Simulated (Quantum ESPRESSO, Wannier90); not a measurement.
Wannier functions of Sr₂NCl (R-3m)

```xyz
4
Lattice="-1.9465 3.3715 0.0000 -3.8931 0.0000 0.0000 -1.9465 1.1238 7.0388" Properties=species:S:1:pos:R:3 pbc="T T T"
Sr    -1.9465     1.1238     2.1735
Sr     1.9465    -1.1238    -2.1735
N     -3.8931     2.2477     3.5194
Cl     0.0000     0.0000     0.0000
```

Cell from Materials Project (mp-23033), symmetrised, no further relaxation. COD (Crystallography Open Database) has an entry of this formula and space group (matched by these alone). Method: PBEsol plane waves in Quantum ESPRESSO 7.5 (PseudoDojo norm-conserving files, 68 Ry, no spin polarisation, no spin-orbit coupling), Bloch states on a 6×6×6 mesh through Γ, Wannier90 4.0.1. Density: 10×10×10 mesh, cold smearing 0.01 Ry.

Bands 10-16 form an isolated set from -10.39 to 0.00 eV relative to the valence-band maximum (on the path) and are turned into 7 Wannier functions by minimising the spread from the start: SCDM (isolated).

**Question.** Where do the functions sit, how wide are they and what are they made of?

**Answer.** 
| functions | spread (Å²) | nearest atom, distance (Å) | second atom, distance (Å) | weight on atomic waves |
|---|---|---|---|---|
| 4 | 1.89 | N 0.43 | Sr 2.27 | N 2p 59 %, N 2s 22 %, Sr 5s 8 % |
| 2 | 1.49 | Cl 0.00 | Sr 3.13 | Cl 3p 96 % |
| 1 | 1.60 | Cl 0.00 | Sr 3.13 | Cl 3p 94 % |

Ω_I = 11.34 Å², Ω_total = 12.13 Å²; the interpolated bands follow pw.x to 1.6 meV rms on the path. It is the lowest total spread that any start reached here.
